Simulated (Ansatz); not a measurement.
Starting cell, TiC (rock salt):

```xyz
4
Lattice="0.0000 4.3330 4.3330 2.1665 2.1665 4.3330 2.1665 2.1665 0.0000" Properties=species:S:1:pos:R:3 pbc="T T T"
C      0.0000     0.0000     0.0000
C      2.1665     4.3330     2.1665
Ti     2.1665     2.1665     2.1665
Ti     2.1665     4.3330     4.3330
```

A phonon eigenvector at X = (0.5, 0.5, 0.0) is frozen into this cell: atom i moves by Q times the vector below, so Q is the largest atomic displacement, in Å. The cell is held. (q is in reciprocal vectors of the primitive cell; the cell shown is doubled to hold the pattern.)

```json
[
 {"atom": "C1", "x": "0.000", "y": "0.000", "z": "-0.023"},
 {"atom": "C2", "x": "0.000", "y": "0.000", "z": "0.023"},
 {"atom": "Ti3", "x": "0.000", "y": "0.000", "z": "1.000"},
 {"atom": "Ti4", "x": "0.000", "y": "0.000", "z": "-1.000"}
]
```

These are PBE (plane waves to 420 eV, PAW, scalar-relativistic; Ansatz, a first-principles code) values and carry that method's errors. k mesh 18×18×18 (Γ-centred), Fermi-Dirac smearing 0.05 eV. The energy includes the smearing's −TS. With partly filled bands, energies and forces of such displacements shift with the k mesh and the smearing. TiC is run without spin polarisation. TiC was relaxed with its symmetry unable to fall. ΔE is measured from the undisplaced structure. The last digit holds for this mesh only.

| Q (Å) | ΔE (meV/cell) |
|---|---|
| -0.2800 | 1860.5 |
| -0.2333 | 1260.1 |
| -0.1867 | withheld |
| -0.1400 | 438.9 |
| -0.0933 | 193.3 |
| -0.0467 | 48.1 |
| 0.0000 | 0.0 |
| 0.0467 | 48.1 |
| 0.0933 | 193.3 |
| 0.1400 | 438.9 |
| 0.1867 | withheld |
| 0.2333 | 1260.1 |
| 0.2800 | 1860.5 |

Question: Fit an even polynomial form (powers 2, 4, 6) to the given rows and predict ΔE at Q = 0.1867.

Answer: Least squares on the 11 given rows: ΔE = (22020)·Q² + (18310)·Q⁴ + (44360)·Q⁶, in meV/cell with Q in Å; root-mean-square residual 0.15 meV/cell. At 0.1867 the fit gives 791.7 meV/cell; the calculation gives 791.0 meV/cell, so the interpolation is off by 0.7 (+0.1 %). The quadratic term alone would give 767.5 meV/cell.

(A displaced cell: forces are minus the slopes of the energy, force constants its curvatures, and phonons follow from these.)
